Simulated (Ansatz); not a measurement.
Q: Each is relaxed and computed with the program Ansatz at the PBEsol level (PAW). Which is the only metal?
A) SiGeC2, P-4m2 (Si on 1a, C on 2g, Ge on 1c)
B) Ta2SiB2, P-6m2 (Ta on 2h, Si on 1a, B on 1b, B on 1f)
C) SiGe, R-3m (Si on 6c, Ge on 6c)
D) SiBCN, P3m1 (B on 1b, Si on 1c, C on 1b, N on 1c)

A: B, Ta2SiB2, P-6m2 (Ta on 2h, Si on 1a, B on 1b, B on 1f). Ta2SiB2: metal; SiBCN: gap 2.40 eV (indirect); SiGe: gap 0.33 eV (indirect); SiGeC2: gap 1.38 eV (indirect). Typed or built starts, not in the databases checked: Ta2SiB2, P-6m2 (Ta on 2h, Si on 1a, B on 1b, B on 1f); SiBCN, P3m1 (B on 1b, Si on 1c, C on 1b, N on 1c); SiGe, R-3m (Si on 6c, Ge on 6c); SiGeC2, P-4m2 (Si on 1a, C on 2g, Ge on 1c). All cells were relaxed under the symmetry of their starts (and spin orders); stability against distortions was not tested throughout. Named crystals with no word on spin ran without spin polarisation. Spin–orbit coupling is left out wherever it is not named.

Potentials: the earlier of the program's two PAW sets. The files were generated under PBE; for other functionals the program regenerates the frozen cores, and for LDA and PBEsol the local potential too.
